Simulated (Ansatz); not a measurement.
LiNbO3:
```cif
data_Li2Nb2O6
_chemical_formula_sum 'Li2 Nb2 O6'
_space_group_name_H-M_alt 'P 1'
_space_group_IT_number 1
_cell_length_a 5.45699
_cell_length_b 5.45699
_cell_length_c 5.45699
_cell_angle_alpha 56.722
_cell_angle_beta 56.722
_cell_angle_gamma 56.722
loop_
_space_group_symop_operation_xyz
  'x, y, z'
loop_
_atom_site_label
_atom_site_type_symbol
_atom_site_fract_x
_atom_site_fract_y
_atom_site_fract_z
_atom_site_occupancy
Li1 Li 0.75000 0.75000 0.75000 1
Li2 Li 0.25000 0.25000 0.25000 1
Nb1 Nb 0.00000 0.00000 0.00000 1
Nb2 Nb 0.50000 0.50000 0.50000 1
O1 O 0.62845 0.87155 0.25000 1
O2 O 0.37155 0.12845 0.75000 1
O3 O 0.25000 0.62845 0.87155 1
O4 O 0.75000 0.37155 0.12845 1
O5 O 0.87155 0.25000 0.62845 1
O6 O 0.12845 0.75000 0.37155 1
```

Relaxed with r²SCAN.

Question: Tabulate the valence density and the electron localisation function along the shortest Nb–O contact (1.98 Å), DFT-r²SCAN in the program Ansatz with PAW potentials.

Answer: 

| distance from Nb (Å) | density (e/Å³) | ELF |
|---|---|---|
| 0.20 | 4.81 | 0.28 |
| 0.30 | 5.19 | 0.51 |
| 0.40 | 5.10 | 0.70 |
| 0.50 | 4.48 | 0.78 |
| 0.60 | 3.51 | 0.79 |
| 0.69 | 2.49 | 0.71 |
| 0.79 | 1.67 | 0.53 |
| 0.89 | 1.14 | 0.32 |
| 0.99 | 0.89 | 0.23 |
| 1.09 | 0.89 | 0.32 |
| 1.19 | 1.09 | 0.56 |
| 1.29 | 1.50 | 0.75 |
| 1.39 | 2.22 | 0.81 |
| 1.49 | 3.31 | 0.80 |
| 1.59 | 4.63 | 0.74 |
| 1.69 | 5.92 | 0.60 |
| 1.79 | 6.89 | 0.42 |

The density is the valence pseudo-density with augmentation charge, so density and ELF within about 1 Å of a nucleus are not all-electron values.

Space group R-3c. The workflow started from a Materials Project entry (that database holds measured and hypothetical structures alike); the Crystallography Open Database files this formula in space group No. 167, but the cells were not matched. It is not the phase usual at ambient conditions (space group No. 161). Symmetry was held in the r²SCAN relaxation; its stability against distortions is not shown here. No spin polarisation was allowed.

Potentials: the later of the program's two PAW sets.
